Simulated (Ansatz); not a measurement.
A geometry of CaSnF6 away from equilibrium: the start of the relaxation of a relaxed CaSnF6 cell stretched uniformly to 130 % of its volume. Computed with r2SCAN (plane waves to 500 eV, PAW, scalar-relativistic; Ansatz, a first-principles code). Γ-centred k-mesh 5×5×5 on the run's cell (coarser than for final values), Fermi–Dirac smearing 0.05 eV.

```xyz
8
Lattice="3.1013 1.7905 5.3482 -3.1013 1.7905 5.3482 0.0000 -3.5811 5.3482" Properties=species:S:1:pos:R:3:forces:R:3 pbc="T T T" free_energy=-12725.895 pressure_GPa=-12.8
Ca     0.0000     0.0000     0.0000    0.0000    0.0000    0.0000
Sn     0.0000     0.0000     8.0223    0.0000    0.0000    0.0000
F      1.1619    -1.3135     9.2669   -0.7132    1.2942   -0.9452
F     -1.1619     1.3135     6.7777    0.7132   -1.2942    0.9452
F     -1.7184    -0.3495     9.2669    1.4775   -0.0294   -0.9452
F      1.7184     0.3495     6.7777   -1.4775    0.0294    0.9452
F      0.5565     1.6630     9.2669   -0.7642   -1.2648   -0.9452
F     -0.5565    -1.6630     6.7777    0.7642    1.2648    0.9452
```

Positions in Å, forces in eV/Å, free energy of the cell in eV (comparable only within this code, potentials and settings). Largest force: 1.75 eV/Å, on F3, F4, F5, F6, F7, F8 (atoms numbered as listed); the geometry lies 0.26 eV/atom above the end of its relaxation.

No spin polarisation in the result.

The run could not lose the symmetry of its start.

The cell that was disturbed is our relaxation of an entry of Materials Project.
